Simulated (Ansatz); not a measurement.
# Ba: from a starting cell to a relaxed one

The start is a randomly generated symmetric cell of Ba (space group No. 12). The structure is fully relaxed (lattice and positions, P = 0) with PBEsol (plane waves to 420 eV, PAW, scalar-relativistic; Ansatz, a quantum-chemistry and plane-wave program). The first steps use a coarse 5×5×8 k-mesh.

Input geometry:
```
CELL_PARAMETERS angstrom
      5.12962    -5.00367     0.00000
      5.12962     5.00367     0.00000
     -1.10954     0.00000     4.23191
ATOMIC_POSITIONS crystal
  Ba 0.00000 0.50000 0.50000
  Ba 0.50000 0.00000 0.50000
  Ba 0.00000 0.00000 0.50000
```

Q: Does the structure survive the relaxation? Give the final space group.

A: The space group goes from C2/m (No. 12) to Cmmm (No. 65), with 3 atoms in the primitive cell.

Q: How much energy is released per atom?

A: 0.28 eV/atom.

Q: Is the relaxed structure metallic? Give its gap.

A: No gap (metallic).

Q: Write out the relaxed structure.

A: 
Space group Cmmm (No. 65); a = 9.672 Å, b = 9.749 Å, c = 4.392 Å, α = 90.00°, β = 90.00°, γ = 90.00°

```
atom  site  symmetry       x       y       z
----  ----  --------  ------  ------  ------
Ba      4e     ..2/m  0.2500  0.2500  0.0000
Ba      2d       mmm  0.5000  0.5000  0.5000
```
(The calculation used a cell of 3 atoms; values per cell refer to that cell.)

Final values are on a 7×7×11 k-mesh of the relaxed cell. No spin polarisation in the result.

The run could not lose the symmetry of its start, so the end can be a saddle point.

All atoms sit on sites fixed by symmetry, so only the cell could relax.

The relaxed structure here is a generated cell of Ba: the first start was made by a random draw of sites in a space group, and the end was not matched to a known phase here, so it may be hypothetical. Known forms of Ba include space group No. 229.
